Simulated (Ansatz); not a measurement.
Relaxed-ion elastic tensor of As (diamond, space group No. 227) in GPa (Voigt order), PBEsol (plane waves, PAW; program Ansatz); density 4.61 g/cm³, 27.02 Å³ per atom.

```
 38.5   58.8   58.8    0.0    0.0    0.0
 58.8   38.5   58.8    0.0    0.0    0.0
 58.8   58.8   38.5    0.0    0.0    0.0
  0.0    0.0    0.0  -35.2    0.0    0.0
  0.0    0.0    0.0    0.0  -35.2    0.0
  0.0    0.0    0.0    0.0    0.0  -35.2
```

Q: Is the crystal mechanically stable?

A: No: the smallest eigenvalue of C is -35.2 GPa.

Space group Fd-3m (diamond). The start of the workflow was typed in or built on a structure type; neither database checked (COD, Materials Project) lists it. It is not the phase usual at ambient conditions (space group No. 166). The PBEsol relaxation kept the symmetry of its start. At this level the phase is mechanically unstable. As this level gives no gap, shear constants depend on the k-mesh and smearing (Fermi–Dirac, 0.1 eV here).

Potentials: the later of the program's two PAW sets.
